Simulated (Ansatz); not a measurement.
AgBr:
```
AgBr
1.0
    0.00000     2.83716     2.83716
    2.83716     0.00000     2.83716
    2.83716     2.83716     0.00000
Ag Br
1 1
Direct
  0.00000   0.00000   0.00000
  0.50000   0.50000   0.50000
```

Relaxed with PBEsol.

**Question.** Map the valence electron density (e/Å³), cut off at 2 on the plane through (0.000, 0.000, 0.000) spanned by u = [1, 0, 0] and v = [0, 1, -1] in lattice vectors, from PBEsol (plane waves, PAW; program Ansatz).

**Answer.** x is the fraction of u, y of v (the angle between them is 90°; rows are the nearest grid lines); atoms in the plane: Ag at (0.00, 0.00), Br at (0.50, 0.50).
```
y \ x  0.000  0.100  0.200  0.250  0.350  0.450  0.550  0.650  0.750  0.800  0.900   1.00
-----  -----  -----  -----  -----  -----  -----  -----  -----  -----  -----  -----  -----
1.00    2.00   2.00   1.96  0.590  0.119  0.061  0.061  0.119  0.590   1.96   2.00   2.00
0.900   2.00   2.00   1.10  0.419  0.132  0.097  0.097  0.132  0.419   1.10   2.00   2.00
0.850   2.00   2.00  0.613  0.309  0.163  0.161  0.161  0.163  0.309  0.613   2.00   2.00
0.750  0.592  0.421  0.246  0.245  0.374  0.552  0.552  0.374  0.245  0.246  0.421  0.592
0.700  0.236  0.204  0.220  0.291  0.609  0.933  0.933  0.609  0.291  0.220  0.204  0.236
0.600  0.077  0.105  0.265  0.472   1.12  0.938  0.938   1.12  0.472  0.265  0.105  0.077
0.550  0.061  0.097  0.294  0.552   1.18  0.469  0.469   1.18  0.552  0.294  0.097  0.061
0.450  0.061  0.097  0.294  0.552   1.18  0.469  0.469   1.18  0.552  0.294  0.097  0.061
0.400  0.077  0.105  0.265  0.472   1.12  0.938  0.938   1.12  0.472  0.265  0.105  0.077
0.300  0.236  0.204  0.220  0.291  0.609  0.933  0.933  0.609  0.291  0.220  0.204  0.236
0.250  0.592  0.421  0.246  0.245  0.374  0.552  0.552  0.374  0.245  0.246  0.421  0.592
0.150   2.00   2.00  0.613  0.309  0.163  0.161  0.161  0.163  0.309  0.613   2.00   2.00
0.100   2.00   2.00   1.10  0.419  0.132  0.097  0.097  0.132  0.419   1.10   2.00   2.00
0.000   2.00   2.00   1.96  0.590  0.119  0.061  0.061  0.119  0.590   1.96   2.00   2.00
```

The density is the valence pseudo-density with augmentation charge, so density and ELF within about 1 Å of a nucleus are not all-electron values.

Space group Fm-3m (rock salt). Symmetry was held in the PBEsol relaxation. No spin polarisation was allowed.

Potentials: the later of the program's two PAW sets.
